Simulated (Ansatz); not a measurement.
**Deforming Ti**

```yaml
crystal:
  lattice:
    - [0.00000, 2.03000, 2.03000]
    - [2.03000, 0.00000, 2.03000]
    - [2.03000, 2.03000, 0.00000]
  atoms:
    - { symbol: Ti, position: [0.00000, 0.00000, 0.00000] }
```

The conventional cell has a = 4.060 Å, b = 4.060 Å, c = 4.060 Å, α = 90.00°, β = 90.00°, γ = 90.00°. Ti (atom 1) is surrounded by 12 Ti at 2.87 Å.

The geometry is COD entry 1534878, unchecked; take it as a test cell.

The calculation used DFT, LDA, all-electron PAW with datasets made for the crystal, scalar-relativistic (Ansatz 0.2.0).

Numerical set-up: a Γ-centred 15×15×15 k mesh, Fermi–Dirac smearing of 0.05 eV, cutoff 260 eV (chosen by the program for this cell), no spin polarisation.

The unchanged cell is at -4.82 GPa.

In a metal, stresses and small energies carry noise from the k mesh.

x, y and z are the Cartesian axes of the cell as listed; fractional coordinates follow a strain, and an engineering shear is twice the off-diagonal strain component.

With equal xy, yz and zx engineering shear strains of -3 %: energy change +7 meV/atom; stress change (xx, yy, zz, yz, xz, xy) 0.08, 0.08, 0.08, 1.63, 1.63, 1.63 GPa, compression positive.

With equal xy, yz and zx engineering shear strains of -1 %: energy change under 1 meV/atom; stress change (xx, yy, zz, yz, xz, xy) 0.01, 0.01, 0.01, 0.50, 0.50, 0.50 GPa, compression positive.

(1) With this change (equal xy, yz and zx engineering shear strains of +2 %), what becomes of the energy and stress?

(2) With this change (equal xy, yz and zx engineering shear strains of -2 %), what becomes of the energy and stress?

(3) With this change (equal xy, yz and zx engineering shear strains of +1 %), what becomes of the energy and stress?

(4) With this change (equal xy, yz and zx engineering shear strains of +3 %), what becomes of the energy and stress?

Results:

(1) Energy change +3 meV/atom; stress change (xx, yy, zz, yz, xz, xy) 0.01, 0.01, 0.01, -1.00, -1.00, -1.00 GPa, compression positive.

(2) Energy change +3 meV/atom; stress change (xx, yy, zz, yz, xz, xy) 0.03, 0.03, 0.03, 1.03, 1.03, 1.03 GPa, compression positive.

(3) Energy change under 1 meV/atom; stress change (xx, yy, zz, yz, xz, xy) 0.00, 0.00, 0.00, -0.49, -0.49, -0.49 GPa, compression positive.

(4) Energy change +7 meV/atom; stress change (xx, yy, zz, yz, xz, xy) 0.04, 0.04, 0.04, -1.51, -1.51, -1.51 GPa, compression positive.
